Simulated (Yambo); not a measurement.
NaSbF$_{6}$ (space group Fm-3m, No. 225); a = 5.8472 Å, b = 5.8472 Å, c = 5.8472 Å, α = 60.00°, β = 60.00°, γ = 60.00°. With the G0W0 scissor the direct gap on the mesh is 10.05 eV.

Q: Does this run resolve the lowest exciton, and if so, what are its energy and binding? (Yambo, LDA bands; 4×4×4 mesh, 17 valence and 6 conduction bands, static screening with 85 bands and a 3 Ry block, scissor 5.00 eV, Tamm-Dancoff.)

A: The mesh holds a bound state, but the numbers are provisional. These are vertical excitations (zero momentum). The lowest state lies at 6.46 eV (dark for light along x, 3 states within 2 meV), the direct quasiparticle gap on this mesh at 10.05 eV. Its binding energy, counted from that gap, is 3.59 eV; it spreads over about 62 k points of the mesh. Convergence with the mesh was not shown. The first optically allowed state is at 7.47 eV. The scissor comes from a G0W0 run whose convergence isn't established. Without spin-orbit coupling, band edges of such heavy elements can be off by tenths of an eV.

The standard potential for Sb keeps a d shell in the valence without the s and p states of that shell. In tests on such compounds this moved G0W0 gaps by up to about 0.9 eV, so absolute quasiparticle energies here are unreliable; differences between settings are what counts.

Geometry of the Materials Project entry, not relaxed at this level.
